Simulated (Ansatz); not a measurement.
Mo₂C:
```
CELL_PARAMETERS angstrom
      3.02957     0.00000     0.00000
     -1.51479     2.62368     0.00000
      0.00000     0.00000     4.62706
ATOMIC_POSITIONS crystal
  Mo 0.33333 0.66667 0.24934
  Mo 0.66667 0.33333 0.75066
  C  0.00000 0.00000 0.50000
```

Relaxed with PBEsol. Special points in fractions of this cell's reciprocal vectors: Γ (0.000, 0.000, 0.000); M (0.500, 0.000, 0.000); K (0.333, 0.333, 0.000); A (0.000, 0.000, 0.500); L (0.500, 0.000, 0.500); H (0.333, 0.333, 0.500).

**Question.** List the band energies nearest the Fermi level at these points for DFT-PBEsol in the program Ansatz with PAW potentials.

**Answer.** In eV from the Fermi level; about four levels below and three above (degenerate sets whole), none deeper than 8.9 eV; points with the same levels are listed once.

| k | below | above |
|---|---|---|
| Γ | -1.33 -1.33 -1.08 -1.08 | 0.51 0.51 2.00 |
| M | -5.22 -5.00 -2.74 -1.30 | 1.20 2.03 2.45 |
| K | -4.82 -3.84 -3.11 -3.11 | 1.50 1.50 1.82 |
| A | -2.81 -2.16 -2.16 -2.10 | 0.72 0.72 1.31 1.31 |
| L | -3.80 -1.87 -1.50 -0.43 | 0.60 1.58 2.09 |
| H | -2.70 -2.23 -2.23 -0.58 | 0.47 0.47 3.26 3.26 |

Space group P-3m1. The first step of the workflow began from a Materials Project structure, measured or hypothetical; the Crystallography Open Database copy checked does not list it. COD files the formula under space group No. 60, so this cell is another polymorph or a model. Whether it is the stable phase at ambient conditions was not checked. The PBEsol relaxation kept the symmetry of its start; of distortions, only those at the zone centre were tested. No spin polarisation was allowed. Spin–orbit coupling is left out wherever it is not named.

Potentials: the later of the program's two PAW sets.
